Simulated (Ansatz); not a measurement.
This cell of Se (trigonal-Se type, space group P3_121) is off equilibrium:

```
CELL_PARAMETERS angstrom
      4.52968     0.00000     0.00000
     -2.26484     3.92282     0.00000
      0.00000     0.00000     5.04289
ATOMIC_POSITIONS crystal
  Se 0.21840 0.00000 0.83333
  Se 0.06358 0.21840 0.16667
  Se 0.78160 0.78160 0.50000
```

All values below come from PBE (plane waves to 420 eV, PAW, scalar-relativistic; Ansatz, an electronic-structure program). k mesh 7×7×5 (Γ-centred), Fermi-Dirac smearing 0.05 eV. E stands for the smeared free energy. Stress and pressure are positive under compression. As the smearing reaches across the gap at some points, energies and forces of such displacements shift with the k mesh and the smearing. Se was relaxed with its symmetry unable to fall.

What forces act on the atoms (eV/Å, Cartesian)?


| atom | Fx | Fy | Fz |
|---|---|---|---|
| Se1 | 1.207 | -0.589 | -0.845 |
| Se2 | -1.236 | 0.721 | 0.907 |
| Se3 | 0.029 | -0.132 | -0.062 |

Give the stress tensor in GPa and the pressure.


```
    3.1     -1.4     -2.0
   -1.4      1.9      1.8
   -2.0      1.8      4.1
```
The pressure, a third of the trace, is 3.0 GPa.

In it atom 2 sits (0.288, 0.000, 0.000) Å away from its relaxed site. What is its energy relative to the relaxed cell?

174 meV/cell.

(A displaced cell: forces are minus the slopes of the energy, force constants its curvatures, and phonons follow from these.)
